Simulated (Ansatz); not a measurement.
**Two inputs for TlCl with iodine replacing Cl**

Cell: a supercell of TlCl (CsCl type, Pm-3m) built from a structure deposited in the COD (the entry's cell lengths or inner coordinates differ somewhat from later room-temperature determinations), with all atoms left at the host's positions.

```cif
data_Tl16ICl15
_symmetry_space_group_name_H-M 'Fm-3m'
_symmetry_Int_Tables_number 225
_cell_length_a 15.3360
_cell_length_b 15.3360
_cell_length_c 15.3360
_cell_angle_alpha 90.000
_cell_angle_beta 90.000
_cell_angle_gamma 90.000
loop_
_atom_site_label
_atom_site_type_symbol
_atom_site_symmetry_multiplicity
_atom_site_Wyckoff_symbol
_atom_site_fract_x
_atom_site_fract_y
_atom_site_fract_z
Tl1 Tl 32 f 0.3750 0.8750 0.8750
Tl6 Tl 32 f 0.6250 0.1250 0.3750
I I 4 b 0.5000 0.0000 0.0000
Cl18 Cl 24 d 0.5000 0.2500 0.2500
Cl21 Cl 8 c 0.7500 0.2500 0.2500
Cl24 Cl 24 e 0.7500 0.5000 0.5000
Cl28 Cl 4 a 0.0000 0.5000 0.5000
```

One atom of each set is listed; the run and its k-mesh use a cell of 32 atoms with edges of 10.84, 10.84, 10.84 Å.

Reference run. The numbers come from a DFT calculation in Ansatz (PBE, plane waves and PAW, scalar-relativistic, 420 eV cutoff, Γ-centred 2×2×2 k-points, Fermi–Dirac smearing 0.01 eV).

Task: The input is changed as follows: `hamiltonian.pseudopotentials`: {kind: paw} → {kind: paw, source: ansatz}; `scf.mixing.preconditioner`: not typed → none. What happens to V_zz (10²¹ V/m²) and η?

Result: 

```
site  V_zz reference  η reference  V_zz changed  η changed
 Tl1           -5.49         0.00         -5.67       0.00
 Tl6           -0.35         0.00         -0.35       0.00
   I            0.00            –          0.00          –
Cl18          -0.051         0.55        -0.050       0.51
```

The largest change of V_zz is on Tl1, from -5.49 to -5.67. In per cent, |V_zz| changes by +3 on Tl (all sites that start above 0.5). Other sites with |V_zz| of 0.02 or less aren't listed. The cutoff that the program takes moves with it, from 420 to 660 eV. The changed run reads another set of PAW files, with 458 valence electrons a neutral cell instead of 330. SCF iterations: 6 and 11. New warnings: gemm arenas ram narrowed, subspace factor ram capped.

On the reference run: The defect repeats with the cell of 32 atoms, so it feels its images: sites between two images don't show the values beside a lone defect, and zeros or small values of η there can come from the images' arrangement. Spin–orbit coupling is left out, which shifts gradients on Tl by a few per cent, and by more where contributions nearly cancel. The neighbours have not yet relaxed around the defect (largest force 0.37 eV/Å), so a real crystal will differ.
